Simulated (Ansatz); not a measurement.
TiRh3, one cell by several methods

```yaml
crystal:
  lattice:
    - [3.86022, 0.00000, 0.00000]
    - [0.00000, 3.86022, 0.00000]
    - [0.00000, 0.00000, 3.82200]
  atoms:
    - { symbol: Ti, position: [0.00000, 0.00000, 0.00000] }
    - { symbol: Rh, position: [0.00000, 0.50000, 0.50000] }
    - { symbol: Rh, position: [0.50000, 0.00000, 0.50000] }
    - { symbol: Rh, position: [0.50000, 0.50000, 0.00000] }
```

Atom numbers follow the list: Ti1, Rh2, Rh3, Rh4.

The geometry is COD entry 1537861, unchecked; take it as a test cell. The listed cell was then made from it by scaling, straining or moving an atom.

Spin polarisation is left out, and whether a magnetic state lies lower isn't shown here.

All numbers are computed: DFT, LDA, PAW with Ansatz's default frozen-core files, scalar-relativistic (Ansatz 0.2.0); DFT, LDA, all-electron PAW with datasets made for the crystal, scalar-relativistic (Ansatz 0.2.0); DFT, LDA, all-electron LAPW, scalar-relativistic (Ansatz 0.2.0).

For PAW: a Γ-centred 10×10×10 k mesh, Fermi–Dirac smearing of 0.03 eV, cutoff 420 eV, no spin polarisation; the PAW files were made with PBE, and the program remakes their frozen cores for this functional. The crystal-made all-electron datasets (AE datasets) take a cutoff of 280 eV at this cell. LAPW targets a basis error of 1 meV/atom. The Ansatz runs share mesh, smearing and spin set-up. Plane-wave (PAW) pressures include the program's estimate of the Pulay term.

Stress and pressure are positive in compression.

The change that made this cell: equal xx and yy strain of +1 %.

Spin–orbit coupling is left out, which moves gradients at and beside heavy atoms by some per cent and at worst by a factor of two.

In a metal, gradients converge slowly with the k mesh: the values move by tens of per cent from one mesh to another, at times in sign, so only the comparison on one mesh counts.

```tsv
quantity	PAW	AE datasets	LAPW
pressure (GPa)	-14.62	-14.58	-14.58
stress xx (GPa)	-15.20	-15.17	-15.16
stress zz (GPa)	-13.45	-13.42	-13.41
largest principal field gradient Vzz at Rh2 (10²¹ V/m²)	?	-2.71	–
largest principal field gradient Vzz at Rh4 (10²¹ V/m²)	-2.45	?	–
```

Fill in "AE datasets" for the row "largest principal field gradient Vzz at Rh4 (10²¹ V/m²)".

-2.51.

What belongs in the row "largest principal field gradient Vzz at Rh2 (10²¹ V/m²)", column "PAW"?

-2.65.
